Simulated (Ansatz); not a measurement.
NiOS (Janus 2H monolayer), relaxed with r2SCAN. The sheet's in-plane cell has a = 3.414 Å, b = 3.414 Å (γ = 120.0°), and its outermost atoms lie 1.69 Å apart along the normal. Ni has 3 O at 2.14 Å and 3 S at 2.15 Å; O has 1 S at 1.69 Å and 3 Ni at 2.14 Å; S has 1 O at 1.69 Å and 3 Ni at 2.15 Å.

```
CELL_PARAMETERS angstrom
3.41441 0.00000 0.00000
-1.70720 2.95697 0.00000
0.00000 0.00000 29.09659
ATOMIC_POSITIONS crystal
Ni 0.33333 0.66667 0.30940
O 0.66667 0.33333 0.33838
S 0.66667 0.33333 0.28017
```
Periodic in the plane only; c spans the vacuum.

3 runs of Ansatz 0.2.0 on this cell differ in the functional (and in the settings that go with it). Levels are in eV from each run's valence top; v1 is the last filled band, c1 the first empty one.

Run A, mean stress -2.4 N/m (compression positive):
```
point     v5     v3     v1    c1    c2    c3
    Γ  -3.40  -0.80  -0.02  0.96  0.96  3.13
    M  -4.04  -2.08  -1.30  0.78  2.04  4.99
    K  -3.23  -2.09  -1.55  0.43  2.74  6.94
```

Run B, mean stress -0.1 N/m (compression positive):
```
point     v5     v3     v1    c1    c2    c3
    Γ  -4.60  -2.26   0.00  0.68  0.68  2.95
    M  -5.36  -3.81  -2.05  0.72  2.43  5.36
    K  -4.55  -4.04  -2.70  0.28  3.22  7.22
```

Run C, mean stress -0.2 N/m (compression positive):
```
point     v5     v3     v1    c1    c2    c3
    Γ  -4.82  -2.48   0.00  1.16  1.16  3.36
    M  -5.59  -4.04  -2.24  1.27  2.99  5.92
    K  -4.77  -4.27  -2.91  0.83  3.79  7.76
```

**Question.** Match the runs to LDA, HSE06, PBE0.

**Answer.** A is LDA, B is HSE06, C is PBE0. In order of the gap: HSE06 0.28, LDA 0.43, PBE0 0.83 eV.

No spin polarisation. The prototype was imposed, so other structures may be more stable.

The stress of a hybrid is loosely converged in these runs.

The meshes of the hybrids are coarse, so their gaps aren't converged to the digits shown.
